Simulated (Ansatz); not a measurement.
Base run

Ansatz input (lattice in Å, positions in fractions of it)
```yaml
crystal:
  lattice:
    - [0, 2.265, 2.265]
    - [2.265, 0, 2.265]
    - [2.265, 2.265, 0]
  atoms:
    - { symbol: Hf, position: [-0.004415011, 0.004415011, 0.004415011] }
    - { symbol: "N", position: [0.5, 0.5, 0.5] }
kpoints:
  mp_grid: { grid: [8, 8, 8] }
hamiltonian:
  xc: pbe
  pseudopotentials:
    kind: all_electron
    nuclear_model: point
    lapw: { basis_error: "0.25 meV" }
scf:
  occupations: { method: fermi_dirac, width: 0.1 }
  convergence: { dr2_threshold: "1e-9 eV" }
  max_iter: 300
output:
  forces: true
  stress: true
```

Level of theory: Ansatz 0.2.0 development build, PBE, all-electron LAPW, point nucleus.

It gives a pressure of 3.57 GPa and an rms force of 0.228 eV/Å.

Q: What changes with a first-order correction from the scalar-relativistic equation to Dirac's equation for the inner shells Hf 4p, Hf 4d and those below them?

A: The pressure increases by 0.07 GPa, the forces move by 0.2 meV/Å (rms).

The k-mesh is modest, so these values aren't fully converged in k.
